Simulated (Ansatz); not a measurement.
Mo2RuSe4:
```
CELL_PARAMETERS angstrom
      0.52020     0.29067    -6.78900
      0.46958    -6.69373     0.00000
     -6.70566     0.00000     0.00000
ATOMIC_POSITIONS crystal
  Mo 0.59069 0.45883 0.76318
  Mo 0.40931 0.54117 0.23682
  Mo 0.44792 0.76239 0.58457
  Mo 0.55208 0.23761 0.41543
  Ru 0.76188 0.58927 0.44953
  Ru 0.23812 0.41073 0.55047
  Se 0.78338 0.78727 0.77687
  Se 0.21662 0.21273 0.22313
  Se 0.88257 0.28515 0.62204
  Se 0.11743 0.71485 0.37796
  Se 0.27172 0.62647 0.87058
  Se 0.72828 0.37353 0.12942
  Se 0.61893 0.86896 0.26963
  Se 0.38107 0.13104 0.73037
```

Relaxed with r²SCAN.

Question: Map the electron localisation function on the plane through (0.762, 0.589, 0.450) spanned by u = [1, -1, 0] and v = [0, 1, -1] in lattice vectors, from r²SCAN (plane waves, PAW; program Ansatz).

Answer: x is the fraction of u, y of v (the angle between them is 119°; rows are the nearest grid lines); atoms in the plane: Mo at (0.82, 0.69), Mo at (0.69, 0.86), Ru at (0.00, 0.00), Se at (0.12, 0.82).
```
|1477322333211122321100001112222233236741|
|7632467777642110000011111356664224457777|
|6214788888863100000111113788886334346776|
|2478754689873000111211148853785234334422|
|5785112799851000111111278778863432233235|
|7886579998410000000001256554454456763137|
|8998899986100000000011222223545788873148|
|7899987510000000001478765543268635873257|
|4555310000000000268999888741488789841134|
|0000000133210004899933588732366653111000|
|0000013454310027999712688731222211110000|
|0000356664100169999658887521111111110000|
|0001355531000268999998753111111111110000|
|0000111100000135778742110000011111100000|
|0000000000000012454311111000011111000000|
|3200000000000000001123332110000000012443|
|8741000012232110113588876421000124789998|
|9841001123332101358898887642113689999999|
|9731001233321002478888888632125899888999|
|7421111222110024788668997421378973137997|
|3222211111000247888788874213688753478863|
|6776421100001357888776421125788888874236|
|7777521110011346776642110135788877641367|
|1477322333211122321100001112222233236741|
```
Scale: ten equal steps from 0.008 (start of '0') to 0.856 (end of '9'), in the order '0123456789'; x runs from 0.000 to 1.00, y from 0.000 (bottom) to 1.00 (top).

The density is the valence pseudo-density with augmentation charge, so density and ELF within about 1 Å of a nucleus are not all-electron values.

Space group P-1. The first step of the workflow began from a Materials Project structure, measured or hypothetical; the Crystallography Open Database copy checked does not list it. Entries of such low symmetry are often ordered models of mixed-site phases. Whether it is the stable phase at ambient conditions was not checked. The r²SCAN relaxation kept the symmetry of its start; its stability against distortions is not shown here. No spin polarisation was allowed.

Potentials: the later of the program's two PAW sets.
